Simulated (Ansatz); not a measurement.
CuI (zinc blende)

```
CELL_PARAMETERS angstrom
      0.00000     2.96965     2.96965
      2.96965     0.00000     2.96965
      2.96965     2.96965     0.00000
ATOMIC_POSITIONS crystal
  I  0.75000 0.75000 0.75000
  Cu 0.00000 0.00000 0.00000
```

In this cell atom 2 (Cu, nearest neighbour I at 2.572 Å; its periodic images, 4.2 Å or more away, move with it) is moved by s along Cartesian [110], unit vector (0.707, 0.707, 0.000); all other atoms and the cell stay fixed.

All values below come from PBEsol (plane waves to 420 eV, PAW, scalar-relativistic; Ansatz, an electronic-structure program). k mesh 8×8×8 (Γ-centred), Fermi-Dirac smearing 0.05 eV. Energies are smeared free energies. CuI is run without spin polarisation. CuI was relaxed with its symmetry unable to fall. Spin-orbit coupling is left out, though I is heavy. ΔE is measured from the undisplaced structure.

```tsv
s (Å)	ΔE (meV/cell)
-0.260	120.9
-0.208	74.9
-0.156	41.0
-0.104	17.9
-0.052	4.4
0.000	0.0
0.052	4.4
0.104	17.9
0.156	41.0
0.208	74.9
0.260	120.9
```

Q: What force constant k = d²E/ds² at s = 0 does the table give?

A: 3.3 eV/Å². It is the second difference of the nearest points, corrected with the next pair.

Q: With k = 3.25 eV/Å² from the forces, is the well harmonic out to s = 0.260 Å?

A: ½ks² = 110.0 meV/cell against the computed 120.9 meV/cell, so the well is stiffer than harmonic there.

(A displaced cell: forces are minus the slopes of the energy, force constants its curvatures, and phonons follow from these.)
